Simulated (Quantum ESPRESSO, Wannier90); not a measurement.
**Tight-binding from DFT: Be$_{5}$Pt (F-43m)**

Cell from Materials Project (mp-1072399), symmetrised, no further relaxation. Not found in the COD (Crystallography Open Database) copy used; not checked further. Computed values, not measurements, from PBEsol: Quantum ESPRESSO (norm-conserving PseudoDojo potentials, cutoff 71 Ry, no spin polarisation, no spin-orbit coupling) on a Γ-centred 4×4×4 mesh, then Wannier90. Density: 12×12×12 mesh, cold smearing 0.01 Ry. Spin-orbit coupling is left out although heavy elements are present. The gap is small at this level and was sampled on the meshes and a path alone.

On the energy scale of pw.x, whose zero is arbitrary, the valence-band maximum lies at 13.43 eV.

Input w.win:

```
num_bands = 4
num_wann = 4
exclude_bands = 1-2,7-53
num_iter = 1000
conv_tol = 1.0e-6
conv_window = 4
write_hr = true
write_u_matrices = true
auto_projections = true
begin unit_cell_cart
ang
    0.0000000000    2.9813000000    2.9813000000
    2.9813000000    0.0000000000    2.9813000000
    2.9813000000    2.9813000000    0.0000000000
end unit_cell_cart
begin atoms_frac
Be  -0.2500000000 -0.2500000000 -0.2500000000
Be   0.3757400000  0.3757400000  0.3757400000
Be  -0.1272200000  0.3757400000  0.3757400000
Be   0.3757400000 -0.1272200000  0.3757400000
Be   0.3757400000  0.3757400000 -0.1272200000
Pt   0.0000000000  0.0000000000  0.0000000000
end atoms_frac
mp_grid = 4 4 4
begin kpoints
0.0000000000 0.0000000000 0.0000000000
0.0000000000 0.0000000000 0.2500000000
0.0000000000 0.0000000000 0.5000000000
... (61 more lines: the 4x4x4 mesh through Gamma)
end kpoints
```

Input of pw2wannier90.x that gives the overlap and projection files (equivalent; here they were cut from one run over all bands):

```
&inputpp
  outdir = './out'
  prefix = 'pwscf'
  seedname = 'w'
  write_amn = .true.
  write_mmn = .true.
  scdm_proj = .true.
  scdm_entanglement = 'isolated'
/
```

Output w.wout (banner and timings cut):

```
                                    ------
                                    SYSTEM
                                    ------

                              Lattice Vectors (Ang)
                    a_1     0.000000   2.981300   2.981300
                    a_2     2.981300   0.000000   2.981300
                    a_3     2.981300   2.981300   0.000000

                   Unit Cell Volume:      52.99648  (Ang^3)

                        Reciprocal-Space Vectors (Ang^-1)
                    b_1    -1.053766   1.053766   1.053766
                    b_2     1.053766  -1.053766   1.053766
                    b_3     1.053766   1.053766  -1.053766

 *----------------------------------------------------------------------------*
 |   Site       Fractional Coordinate          Cartesian Coordinate (Ang)     |
 +----------------------------------------------------------------------------+
 | be   1  -0.25000  -0.25000  -0.25000   |   -1.49065  -1.49065  -1.49065    |
 | be   2   0.37574   0.37574   0.37574   |    2.24039   2.24039   2.24039    |
 | be   3  -0.12722   0.37574   0.37574   |    2.24039   0.74091   0.74091    |
 | be   4   0.37574  -0.12722   0.37574   |    0.74091   2.24039   0.74091    |
 | be   5   0.37574   0.37574  -0.12722   |    0.74091   0.74091   2.24039    |
 | pt   1   0.00000   0.00000   0.00000   |    0.00000   0.00000   0.00000    |
 *----------------------------------------------------------------------------*
                                ------------
                                K-POINT GRID
                                ------------

             Grid size =  4 x  4 x  4      Total points =   64

 *---------------------------------- MAIN ------------------------------------*
 |  Number of Wannier Functions               :                 4             |
 |  Number of Objective Wannier Functions     :                 4             |
 |  Number of input Bloch states              :                 4             |
 |  Output verbosity (1=low, 5=high)          :                 1             |
 |  Timing Level (1=low, 5=high)              :                 1             |
 |  Optimisation (0=memory, 3=speed)          :                 3             |
 |  Length Unit                               :               Ang             |
 |  Post-processing setup (write *.nnkp)      :                 F             |
 |  Using Gamma-only branch of algorithms     :                 F             |
 *----------------------------------------------------------------------------*
 *------------------------------- WANNIERISE ---------------------------------*
 |  Total number of iterations                :              1000             |
 |  Number of CG steps before reset           :                 5             |
 |  Trial step length for line search         :             2.000             |
 |  Convergence tolerence                     :         0.100E-05             |
 |  Convergence window                        :                 4             |
 |  Iterations between writing output         :                 1             |
 |  Iterations between backing up to disk     :               100             |
 |  Write r^2_nm to file                      :                 F             |
 |  Write xyz WF centres to file              :                 F             |
 |  Write on-site energies <0n|H|0n> to file  :                 F             |
 |  Use guiding centre to control phases      :                 F             |
 |  Use phases for initial projections        :                 F             |
 *----------------------------------------------------------------------------*
 *-------------------------------- PLOTTING ----------------------------------*
 |  Plotting Hamiltonian in WF basis          :                 T             |
 *----------------------------------------------------------------------------*

 *---------------------------------- K-MESH ----------------------------------*
 +----------------------------------------------------------------------------+
 |                    Distance to Nearest-Neighbour Shells                    |
 |                    ------------------------------------                    |
 |          Shell             Distance (Ang^-1)          Multiplicity         |
 |          -----             -----------------          ------------         |
 |             1                   0.456294                      8            |
 |             2                   0.526883                      6            |
 |             3                   0.745125                     12            |
 |             4                   0.873737                     24            |
 |             5                   0.912588                      8            |
 |             6                   1.053766                      6            |
 |             7                   1.148315                     24            |
 |             8                   1.178146                     24            |
       ... (lines left out)
 +----------------------------------------------------------------------------+
 | The b-vectors are chosen automatically                                     |
 | The following shells are used:                       1                     |
 +----------------------------------------------------------------------------+
 |                        Shell   # Nearest-Neighbours                        |
 |                        -----   --------------------                        |
 |                          1               8                                 |
 +----------------------------------------------------------------------------+
 | Completeness relation is fully satisfied [Eq. (B1), PRB 56, 12847 (1997)]  |
 +----------------------------------------------------------------------------+
 |                  b_k Vectors (Ang^-1) and Weights (Ang^2)                  |
 |                  ----------------------------------------                  |
 |            No.         b_k(x)      b_k(y)      b_k(z)        w_b           |
 |            ---        --------------------------------     --------        |
 |             1         0.263442    0.263442   -0.263442     1.801116        |
 |             2         0.263442   -0.263442    0.263442     1.801116        |
 |             3        -0.263442    0.263442    0.263442     1.801116        |
 |             4         0.263442    0.263442    0.263442     1.801116        |
 |             5        -0.263442   -0.263442    0.263442     1.801116        |
 |             6        -0.263442    0.263442   -0.263442     1.801116        |
 |             7         0.263442   -0.263442   -0.263442     1.801116        |
 |             8        -0.263442   -0.263442   -0.263442     1.801116        |
 +----------------------------------------------------------------------------+
 |                           b_k Directions (Ang^-1)                          |
 |                           -----------------------                          |
 |            No.           x           y           z                         |
 |            ---        --------------------------------                     |
 |             1         0.263442    0.263442   -0.263442                     |
 |             2         0.263442   -0.263442    0.263442                     |
 |             3        -0.263442    0.263442    0.263442                     |
 |             4         0.263442    0.263442    0.263442                     |
 +----------------------------------------------------------------------------+

 Starting a new Wannier90 calculation ...

 Reading overlaps from w.mmn

 Reading projections from w.amn

 *------------------------------- WANNIERISE ---------------------------------*
 +--------------------------------------------------------------------+<-- CONV
 | Iter  Delta Spread     RMS Gradient      Spread (Ang^2)            |<-- CONV
 +--------------------------------------------------------------------+<-- CONV

 ------------------------------------------------------------------------------
 Initial State
  WF centre and spread    1  (  2.240336,  0.740964,  0.740964 )     0.08740092
  WF centre and spread    2  (  0.740964,  0.740964,  2.240336 )     0.08740092
  WF centre and spread    3  (  2.240336,  2.240336,  2.240336 )     0.08740092
  WF centre and spread    4  (  0.740964,  2.240336,  0.740964 )     0.08740092
  Sum of centres and spreads (  5.962600,  5.962600,  5.962600 )     0.34960369

      0     0.350E+00     0.0000000000        0.3496036925  <-- CONV
        O_D=      0.0000000 O_OD=      0.0000000 O_TOT=      0.3496037 <-- SPRD
 ------------------------------------------------------------------------------
      1    -0.111E-07     0.0001305061        0.3496036815  <-- CONV
        O_D=      0.0000000 O_OD=      0.0000000 O_TOT=      0.3496037 <-- SPRD
      2    -0.195E-08     0.0000516278        0.3496036795  <-- CONV
        O_D=      0.0000000 O_OD=      0.0000000 O_TOT=      0.3496037 <-- SPRD
      3    -0.264E-09     0.0000212469        0.3496036792  <-- CONV
        O_D=      0.0000000 O_OD=      0.0000000 O_TOT=      0.3496037 <-- SPRD
      4    -0.319E-10     0.0000073374        0.3496036792  <-- CONV
        O_D=      0.0000000 O_OD=      0.0000000 O_TOT=      0.3496037 <-- SPRD
             <<<     Delta < 1.000E-06  over  4 iterations     >>>
             <<< Wannierisation convergence criteria satisfied >>>
 Final State
  WF centre and spread    1  (  2.240336,  0.740964,  0.740964 )     0.08740092
  WF centre and spread    2  (  0.740964,  0.740964,  2.240336 )     0.08740092
  WF centre and spread    3  (  2.240336,  2.240336,  2.240336 )     0.08740092
  WF centre and spread    4  (  0.740964,  2.240336,  0.740964 )     0.08740092
  Sum of centres and spreads (  5.962600,  5.962600,  5.962600 )     0.34960368

         Spreads (Ang^2)       Omega I      =     0.349603641
        ================       Omega D      =     0.000000001
                               Omega OD     =     0.000000036
    Final Spread (Ang^2)       Omega Total  =     0.349603679
```
